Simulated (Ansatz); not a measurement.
Ta2N:
```xyz
3
Lattice="3.0595 0.0000 0.0000 -1.5297 2.6496 0.0000 0.0000 0.0000 4.7935" Properties=species:S:1:pos:R:3 pbc="T T T"
N      0.0000     0.0000     0.0000
Ta     0.0000     1.7664     1.2154
Ta     1.5297     0.8832     3.5781
```

Relaxed with LDA. Special points in fractions of this cell's reciprocal vectors: Γ (0.000, 0.000, 0.000); M (0.500, 0.000, 0.000); K (0.333, 0.333, 0.000); A (0.000, 0.000, 0.500); L (0.500, 0.000, 0.500); H (0.333, 0.333, 0.500).

Task: List the band energies nearest the Fermi level at these points for LDA in the plane-wave PAW code Ansatz.

Result: In eV from the Fermi level; about four levels below and three above (degenerate sets whole), none deeper than 8.9 eV; points with the same levels are listed once.

| k | below | above |
|---|---|---|
| Γ | -4.76 -0.71 -0.26 -0.26 | 0.30 0.30 0.37 |
| M | -6.60 -4.76 -2.56 -1.26 | 1.90 2.05 3.95 |
| K | -6.37 -3.45 -2.75 -2.75 | 1.40 1.40 3.11 |
| A | -2.89 -2.60 -1.19 -1.19 | 1.90 2.29 2.41 2.41 |
| L | -3.43 -2.05 -2.03 -0.18 | 0.83 3.49 3.74 |
| H | -6.54 -2.49 -1.84 -1.84 | 0.60 0.79 0.79 |

Space group P-3m1 (anti-CdI2 type). The cell was relaxed with LDA under the symmetry of its start. No spin polarisation was allowed. The volume moved by 15 % from the start of the relaxation. With an odd number of electrons in the cell and no spin polarisation, the count alone makes it a metal. Spin–orbit coupling is left out wherever it is not named.

Potentials: the later of the program's two PAW sets.
